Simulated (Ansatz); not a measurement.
GeRh in space group P6/mmm (No. 191; Rh on 3f, Ge on 1a, Ge on 2d) at seven volumes, the program Ansatz at the PBE level (PAW), shape and atoms relaxed at each. One row is withheld.

| V (Å³/atom) | P (GPa) |
|---|---|
| 15.409 | 18.54 |
| 15.917 | 11.24 |
| 16.425 | 5.12 |
| 16.933 | 0.00 |
| 17.441 | -4.26 |
| 17.949 | ? |
| 18.457 | -10.73 |

Problem. Fit the shown pressures and predict the withheld one.

Solution. P = (3/2)B₀(x^(7/2) − x^(5/2))[1 + (3/4)(B′ − 4)(x − 1)] with x = (V₀/V)^(2/3). Least squares on the six rows gives V₀ = 16.934 Å³/atom, B₀ = 155 GPa, B′ = 5.04. At V = 17.949, x = 0.9619 and P = -7.79 GPa. The run itself gave -7.79 GPa.

A made-up cell: these elements were put on the sites of a structure type; neither database checked (COD, Materials Project) lists it. COD files the formula under space group No. 62, so this cell is another polymorph or a model. Whether it is the stable phase at ambient conditions was not checked. Symmetry was held in the PBE relaxation; whether a distortion lowers the energy is not shown. No spin polarisation was allowed.

Potentials: the later of the program's two PAW sets.
